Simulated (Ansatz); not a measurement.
Input:

RbBr:
```cif
data_Br4Rb4
_chemical_formula_sum 'Rb4 Br4'
_space_group_name_H-M_alt 'Fm-3m'
_space_group_IT_number 225
_space_group_name_Hall '-F 4 2 3'
_cell_length_a 6.84387
_cell_length_b 6.84387
_cell_length_c 6.84387
_cell_angle_alpha 90.000
_cell_angle_beta 90.000
_cell_angle_gamma 90.000
loop_
_atom_site_label
_atom_site_type_symbol
_atom_site_symmetry_multiplicity
_atom_site_Wyckoff_symbol
_atom_site_fract_x
_atom_site_fract_y
_atom_site_fract_z
_atom_site_occupancy
Rb1 Rb 4 a 0.00000 0.00000 0.00000 1
Br1 Br 4 b 0.50000 0.50000 0.50000 1
```
(The calculation used a cell of 2 atoms; values per cell refer to that cell.)

This is the PBEsol-relaxed structure.

**Question.** All from DFT-PBEsol in the program Ansatz with PAW potentials, unless another level is named. Give the hole effective mass with spin–orbit coupling, band 1 of 2 at the edge.

**Answer.** 5.1 along [100], 2.8 along [110], 2.3 along [111] (mₑ).

**Question.** Next, the hole effective mass with spin–orbit coupling, band 2 of 2 at the edge?

**Answer.** 0.71 along [100], 0.80 along [110], 0.85 along [111] (mₑ).

**Question.** Next, the hole effective mass, band 3 of 3 at the edge?

**Answer.** 0.53 along [100], 0.64 along [110], 0.69 along [111] (mₑ).

**Question.** And the valence-band maximum?

**Answer.** at Γ.

The cell was relaxed with PBEsol under the symmetry of its start. Scalar-relativistic: spin–orbit coupling is off unless named, which matters more the heavier the elements.

Potentials: the later of the program's two PAW sets.

Edges and masses are those of Kohn–Sham bands, whose gap is no quasiparticle gap.
